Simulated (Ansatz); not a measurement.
Mn:
```cif
data_Mn2
_chemical_formula_sum 'Mn2'
_space_group_name_H-M_alt 'P 1'
_space_group_IT_number 1
_cell_length_a 2.45165
_cell_length_b 2.45165
_cell_length_c 3.96511
_cell_angle_alpha 90.000
_cell_angle_beta 90.000
_cell_angle_gamma 120.000
loop_
_space_group_symop_operation_xyz
  'x, y, z'
loop_
_atom_site_label
_atom_site_type_symbol
_atom_site_fract_x
_atom_site_fract_y
_atom_site_fract_z
_atom_site_occupancy
Mn1 Mn 0.33333 0.66667 0.25000 1
Mn2 Mn 0.66667 0.33333 0.75000 1
```

Relaxed with PBEsol.

Q: Which orbitals make up the states near the Fermi level in plane-wave PAW PBEsol (Ansatz code)?

A: Within 0.5 eV of the Fermi level: Mn 3d 93 %. Projections are on Löwdin-orthogonalised atomic valence shells; empty p or d shells of many metals are not among them.

Q: Tabulate the density of states.

A: States/eV per cell of 2 atoms, in 0.25 eV bins, energy from the Fermi level.

| E (eV) | total | Mn 3d | Mn 4s | Mn 3p |
|---|---|---|---|---|
| -7.85 | 0.09 | 0.00 | 0.09 | 0.00 |
| -7.60 | 0.11 | 0.00 | 0.11 | 0.00 |
| -7.35 | 0.13 | 0.00 | 0.12 | 0.00 |
| -7.10 | 0.15 | 0.00 | 0.14 | 0.00 |
| -6.85 | 0.17 | 0.01 | 0.16 | 0.00 |
| -6.60 | 0.19 | 0.01 | 0.18 | 0.00 |
| -6.35 | 0.22 | 0.01 | 0.20 | 0.00 |
| -6.10 | 0.25 | 0.02 | 0.22 | 0.01 |
| -5.85 | 0.28 | 0.03 | 0.24 | 0.01 |
| -5.60 | 0.33 | 0.05 | 0.26 | 0.01 |
| -5.35 | 0.39 | 0.08 | 0.29 | 0.01 |
| -5.10 | 0.48 | 0.14 | 0.33 | 0.01 |
| -4.85 | 0.71 | 0.30 | 0.39 | 0.01 |
| -4.60 | 1.72 | 1.20 | 0.49 | 0.01 |
| -4.35 | 1.83 | 1.37 | 0.43 | 0.01 |
| -4.10 | 2.30 | 1.89 | 0.39 | 0.01 |
| -3.85 | 2.58 | 2.23 | 0.31 | 0.01 |
| -3.60 | 2.83 | 2.54 | 0.24 | 0.02 |
| -3.35 | 2.01 | 1.79 | 0.17 | 0.01 |
| -3.10 | 2.20 | 1.98 | 0.16 | 0.01 |
| -2.85 | 2.51 | 2.33 | 0.09 | 0.01 |
| -2.60 | 2.85 | 2.65 | 0.10 | 0.01 |
| -2.35 | 3.16 | 2.91 | 0.14 | 0.02 |
| -2.10 | 2.38 | 2.16 | 0.14 | 0.01 |
| -1.85 | 1.25 | 1.13 | 0.07 | 0.01 |
| -1.60 | 2.74 | 2.56 | 0.09 | 0.01 |
| -1.35 | 3.85 | 3.62 | 0.14 | 0.01 |
| -1.10 | 3.47 | 3.26 | 0.12 | 0.01 |
| -0.85 | 3.93 | 3.67 | 0.15 | 0.01 |
| -0.60 | 4.45 | 4.15 | 0.17 | 0.01 |
| -0.35 | 3.82 | 3.52 | 0.16 | 0.01 |
| -0.10 | 2.80 | 2.59 | 0.11 | 0.01 |
| 0.15 | 2.41 | 2.23 | 0.09 | 0.00 |
| 0.40 | 2.22 | 2.08 | 0.07 | 0.00 |
| 0.65 | 2.19 | 2.08 | 0.05 | 0.00 |
| 0.90 | 2.16 | 2.07 | 0.04 | 0.00 |
| 1.15 | 2.37 | 2.29 | 0.04 | 0.00 |
| 1.40 | 3.17 | 3.08 | 0.05 | 0.00 |
| 1.65 | 4.24 | 4.14 | 0.08 | 0.00 |
| 1.90 | 6.07 | 5.94 | 0.11 | 0.00 |
| 2.15 | 3.12 | 2.98 | 0.12 | 0.00 |
| 2.40 | 0.70 | 0.52 | 0.15 | 0.00 |
| 2.65 | 0.66 | 0.44 | 0.17 | 0.00 |
| 2.90 | 0.64 | 0.38 | 0.19 | 0.00 |
| 3.15 | 0.62 | 0.34 | 0.21 | 0.00 |
| 3.40 | 0.62 | 0.31 | 0.22 | 0.00 |
| 3.65 | 0.60 | 0.27 | 0.23 | 0.00 |
| 3.90 | 0.56 | 0.23 | 0.22 | 0.00 |
| 4.15 | 0.53 | 0.20 | 0.21 | 0.00 |
| 4.40 | 0.50 | 0.17 | 0.20 | 0.00 |
| 4.65 | 0.48 | 0.15 | 0.20 | 0.00 |

Space group P6_3/mmc (hcp (Mg type)). A made-up cell: these elements were put on the sites of a structure type; the Crystallography Open Database copy checked does not list it. It is not the phase usual at ambient conditions (space group No. 217). The cell was relaxed with PBEsol under the symmetry of its start; whether a distortion lowers the energy is not shown. The workflow began spin-polarised and lost its moments.

Potentials: the later of the program's two PAW sets.
